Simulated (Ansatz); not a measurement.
A relaxed structure of Ti is spoiled in several ways and relaxed again each time (noise and exchanges are one random draw each; pressure is positive under compression). Method: PBEsol (plane waves to 420 eV, PAW, scalar-relativistic; Ansatz, an electronic-structure program).

```cif
data_Ti2
_chemical_formula_sum 'Ti2'
_space_group_name_H-M_alt 'P63/mmc'
_space_group_IT_number 194
_space_group_name_Hall '-P 6c 2c'
_cell_length_a 2.90040
_cell_length_b 2.90040
_cell_length_c 4.59020
_cell_angle_alpha 90.000
_cell_angle_beta 90.000
_cell_angle_gamma 120.000
loop_
_atom_site_label
_atom_site_type_symbol
_atom_site_symmetry_multiplicity
_atom_site_Wyckoff_symbol
_atom_site_fract_x
_atom_site_fract_y
_atom_site_fract_z
_atom_site_occupancy
Ti1 Ti 2 d 0.66667 0.33333 0.25000 1
```

| change | first pressure (GPa) | largest first force (eV/Å) | released (eV/atom) | moves | outcome | final group | E − E(parent) (eV/atom) |
|---|---|---|---|---|---|---|---|
| deformed by the Cartesian strain tensor (xx, yy, zz, yz, xz, xy) = (0.096, -0.009, -0.008, -0.096, -0.156, 0.036) | [?] | 0.29 | [?] | 12 | [?] | [?] | [?] |
| with every coordinate shifted by Gaussian noise of σ = 0.45 Å | – | – | 1.4 | 11 | returns to the parent | P6₃/mmc | 0.00 |

### Question
Fill in the missing entries.

### Answer

- deformed by the Cartesian strain tensor (xx, yy, zz, yz, xz, xy) = (0.096, -0.009, -0.008, -0.096, -0.156, 0.036), first pressure (GPa): -4.5
- deformed by the Cartesian strain tensor (xx, yy, zz, yz, xz, xy) = (0.096, -0.009, -0.008, -0.096, -0.156, 0.036), released (eV/atom): 0.24
- deformed by the Cartesian strain tensor (xx, yy, zz, yz, xz, xy) = (0.096, -0.009, -0.008, -0.096, -0.156, 0.036), outcome: returns to the parent
- deformed by the Cartesian strain tensor (xx, yy, zz, yz, xz, xy) = (0.096, -0.009, -0.008, -0.096, -0.156, 0.036), final group: P6₃/mmc
- deformed by the Cartesian strain tensor (xx, yy, zz, yz, xz, xy) = (0.096, -0.009, -0.008, -0.096, -0.156, 0.036), E − E(parent) (eV/atom): 0.00

First-step values come from each run's starting, coarser k-mesh (12×13×8, 13×13×7). Each cell has its own k-point mesh; energy differences are given only to the digits this allows. No spin polarisation in the result.
